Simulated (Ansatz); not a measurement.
The relaxed structure here is a generated cell of V3Si: the first start was made by placing the elements on the sites of a structure type, and the end was not matched to a known phase here, so it may be hypothetical. Known forms of V3Si include space group No. 223.

One stationary structure of V3Si. The numbers are results of PBE (plane waves to 420 eV, PAW, scalar-relativistic; Ansatz, a first-principles code), not measurements.

```
CELL_PARAMETERS angstrom
      4.61353    -1.98818     0.00000
      4.61353     1.98818     0.00000
     -1.58684     0.00000     6.12053
ATOMIC_POSITIONS crystal
  Si 0.64520 0.64520 0.99743
  Si 0.35480 0.35480 0.00257
  V  0.21715 0.21715 0.31364
  V  0.88344 0.88344 0.31828
  V  0.56015 0.56015 0.34178
  V  0.78285 0.78285 0.68636
  V  0.11656 0.11656 0.68172
  V  0.43985 0.43985 0.65822
```

**Question.** Find the space group and the Wyckoff positions (tolerance 0.01 Å).

**Answer.** Space group C2/m (No. 12); a = 9.2271 Å, b = 3.9764 Å, c = 6.3229 Å, α = γ = 90.00°, β = 104.53°

```
atom  site  symmetry       x       y       z
----  ----  --------  ------  ------  ------
Si      4i         m  0.3548  0.0000  0.0026
V       4i         m  0.2171  0.0000  0.3136
V       4i         m  0.1166  0.0000  0.6817
V       4i         m  0.0601  0.5000  0.3418
```

**Question.** Give the shortest distances between elements (the closest pairs, up to four, under 3.6 Å).

**Answer.** Si–V 2.48 Å; V–V 2.49 Å; Si–Si 2.69 Å.

| Quantity | Value |
|---|---|
| Volume per atom | 14.04 Å³ |
| Band gap | zero (metallic) |

No spin polarisation in the result.

It was reached from a disturbed copy of a R-3 (No. 148) cell (AFLOW prototype AB3_hR8_148_c_f (D0_5, as in BiI3)), against which it lies -0.24 eV/atom.
